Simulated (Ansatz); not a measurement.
MgH2:
```cif
data_H4Mg2
_chemical_formula_sum 'Mg2 H4'
_space_group_name_H-M_alt 'P42/mnm'
_space_group_IT_number 136
_space_group_name_Hall '-P 4n 2n'
_cell_length_a 4.51632
_cell_length_b 4.51632
_cell_length_c 3.01298
_cell_angle_alpha 90.000
_cell_angle_beta 90.000
_cell_angle_gamma 90.000
loop_
_atom_site_label
_atom_site_type_symbol
_atom_site_symmetry_multiplicity
_atom_site_Wyckoff_symbol
_atom_site_fract_x
_atom_site_fract_y
_atom_site_fract_z
_atom_site_occupancy
Mg1 Mg 2 a 0.00000 0.00000 0.00000 1
H1 H 4 f 0.30435 0.30435 0.00000 1
```

Relaxed at zero pressure with PBE in the plane-wave PAW code Ansatz.

**Question.** The volume is lowered by 6 % and shape and atoms relax at that volume. What pressure results, and how do the axes share the change?

**Answer.** 3.4 GPa; a -2.5 %, b -2.5 %, c -1.2 %; the energy rises by 6 meV/atom.

**Question.** Give the new structure.

**Answer.** 
Space group P4₂/mnm (No. 136); a = 4.4052 Å, b = 4.4052 Å, c = 2.9769 Å, α = 90.00°, β = 90.00°, γ = 90.00°

| atom | site | symmetry | x | y | z |
|---|---|---|---|---|---|
| Mg | 2a | m.mm | 0.0000 | 0.0000 | 0.0000 |
| H | 4f | m.2m | 0.3043 | 0.3043 | 0.0000 |

The phase is kept; no other phase was compared at this pressure.

Space group P4_2/mnm (rutile). The cell was relaxed with PBE under the symmetry of its start.

Potentials: the later of the program's two PAW sets.
